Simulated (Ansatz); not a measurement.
# Li2Pt: strain and displacement

```xyz
3
Lattice="4.1860 0.0000 0.0000 -2.0930 3.6252 0.0000 0.0000 0.0000 2.6610" Properties=species:S:1:pos:R:3 pbc="T T T"
Li    0.0000    2.4168    1.3305
Li    2.0930    1.2084    1.3305
Pt    0.0000    0.0000    0.0000
```

Atoms are numbered in the order listed.

Conventional cell: a = 4.186 Å, b = 4.186 Å, c = 2.661 Å, α = 90.00°, β = 90.00°, γ = 120.00°. Li (atom 1) has 5 Li at 2.42 to 2.66 Å and 6 Pt at 2.76 Å as nearest neighbours. Pt (atom 3) is surrounded by 2 Pt at 2.66 Å and 12 Li at 2.76 Å.

The cell comes from COD entry 1523301, which wasn't checked; take it as a given geometry.

Spin–orbit coupling is left out, though it moves levels of the heavy atoms by tenths of an eV or more.

Theory: DFT, LDA, PAW with Ansatz's default frozen-core files, scalar-relativistic in Ansatz 0.2.0.

Settings: a Γ-centred 9×9×12 k mesh, Fermi–Dirac smearing of 0.03 eV, cutoff 420 eV, no spin polarisation; the PAW files were made with PBE, and the program remakes their frozen cores for this functional.

The unchanged cell is at -4.43 GPa.

In a metal, stresses and small energies carry noise from the k mesh.

x, y and z are the Cartesian axes of the cell as listed; fractional coordinates follow a strain, and an engineering shear is twice the off-diagonal strain component.

(1) With this change (equal xy, yz and zx engineering shear strains of -2 %), what becomes of the energy and stress and forces?

With equal xy, yz and zx engineering shear strains of -1 %: energy change +0.3 meV/atom; stress change (xx, yy, zz, yz, xz, xy) 0.02, 0.02, -0.02, 0.17, 0.17, 0.36 GPa, compression positive; change of the force on Li2 (-0.021, 0.000, 0.001) eV/Å.

(2) With this change (equal xy, yz and zx engineering shear strains of +1 %), what becomes of the energy and stress and forces?

(3) With this change (equal xy, yz and zx engineering shear strains of +2 %), what becomes of the energy and stress and forces?

## Answers

(1) Energy change +1.1 meV/atom; stress change (xx, yy, zz, yz, xz, xy) 0.08, 0.07, -0.06, 0.35, 0.35, 0.74 GPa, compression positive; change of the force on Li1 (0.042, 0.000, -0.002) eV/Å.

(2) Energy change +0.3 meV/atom; stress change (xx, yy, zz, yz, xz, xy) 0.02, 0.02, -0.02, -0.16, -0.16, -0.35 GPa, compression positive; change of the force on Li1 (-0.022, 0.000, 0.000) eV/Å.

(3) Energy change +1.0 meV/atom; stress change (xx, yy, zz, yz, xz, xy) 0.08, 0.07, -0.06, -0.30, -0.31, -0.69 GPa, compression positive; change of the force on Li1 (-0.044, 0.000, -0.002) eV/Å.
